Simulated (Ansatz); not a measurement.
## LiAlAg2Te6: reading a single point

```yaml
crystal:
  lattice:
    - [0.00000, 4.61889, 4.61889]
    - [4.61889, 0.00000, 4.61889]
    - [4.61889, 4.61889, 0.00000]
  atoms:
    - { symbol: Ag, position: [0.25000, 0.25000, 0.25000] }
    - { symbol: Ag, position: [0.75000, 0.75000, 0.75000] }
    - { symbol: Li, position: [0.50000, 0.50000, 0.50000] }
    - { symbol: Al, position: [0.00000, 0.00000, 0.00000] }
    - { symbol: Te, position: [0.76890, 0.23110, 0.23110] }
    - { symbol: Te, position: [0.23110, 0.76890, 0.23110] }
    - { symbol: Te, position: [0.23110, 0.76890, 0.76890] }
    - { symbol: Te, position: [0.76890, 0.23110, 0.76890] }
    - { symbol: Te, position: [0.23110, 0.23110, 0.76890] }
    - { symbol: Te, position: [0.76890, 0.76890, 0.23110] }
```

The numbers come from plane-wave PAW DFT (Ansatz): PBE, no spin polarisation, 420 eV, 6×6×6 Γ-centred k points, fermi-dirac occupations (width 0.0204 eV). Nothing was relaxed.

**Forces.** The largest is on Te9 (and as large on other atoms): 9.56 eV/Å, components (0.00, 0.00, 9.56). It makes 180° with the line to a nearest neighbour, Al4 at 2.13 Å, pointing away from it.
**At the Fermi level.** It is a metal, with about 5.5 states/eV a cell as the mean within 0.25 eV of the Fermi level, mostly Te p (79 %).
**Charges.** Bader charges in e: Li +0.81, Al +2.28, Ag +0.05, Te -0.53. In the mean Al gives up most and Te takes most.
**Formation energy.** 1.64 eV an atom against the elements' usual phases (free molecules for gases, crystals otherwise, with no correction for O₂ or N₂), so at this geometry it isn't bound against them. Relaxing would lower it.
**Stress.** The pressure is 46.5 GPa (compression positive), so with the atoms held at these fractions the cell would first expand; the forces are large, so a full relaxation may end otherwise.

Origin: a known structure type with other elements, at an estimated volume, so it need not be a known compound. Caveats: atoms or cell far from equilibrium.
